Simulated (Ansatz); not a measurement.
TiRh, DFT, PBEsol, all-electron PAW with datasets made for the crystal, scalar-relativistic (Ansatz 0.2.0), run on 1 thread of Intel(R) Xeon(R) Platinum 8488C (Sapphire Rapids) on a shared host.

The cell comes from COD entry 1523124, which wasn't checked; take it as a given geometry. The listed cell was then made from it by scaling, straining or moving an atom.

Command: `ansatz run input.yaml --threads 1 --pin off --max-ram 3072MiB --backend cpu --events-out ev --progress --plain --runs-dir out`

```yaml
crystal:
  lattice:
    - [2.988, 0.0, 0.0]
    - [0.0, 2.988, 0.0]
    - [0.0, 0.0, 3.417]
  atoms:
    - { symbol: Ti, position: [0.5, 0.5, 0.5] }
    - { symbol: Rh, position: [0.0, 0.0, 0.0] }
kpoints:
  mp_grid: { grid: [11, 11, 10] }
scf:
  occupations: { method: fermi_dirac, width: 0.05 }
hamiltonian:
  xc: pbesol
  pseudopotentials: { kind: all_electron, datasets: crystal }
output:
  forces: true
  stress: true
  eigenvalues: true
  efg: { contact_densities: true }
```

**Question.** How large is the problem that the program sets up?

**Answer.** 126 irreducible k-points, 313 plane waves at Γ, 13 bands.

**Question.** About how long does it take, and how much memory does it use?

**Answer.** 12 s of wall time for 10 SCF iterations, with a peak of 0.59 GiB. Times on shared machines scatter by tens of per cent.

**Question.** And the same cell and mesh by PAW (frozen-core files), asked for forces, stress, eigenvalues, efg, on the same hardware?

**Answer.** 4 s, peak memory 0.46 GiB.
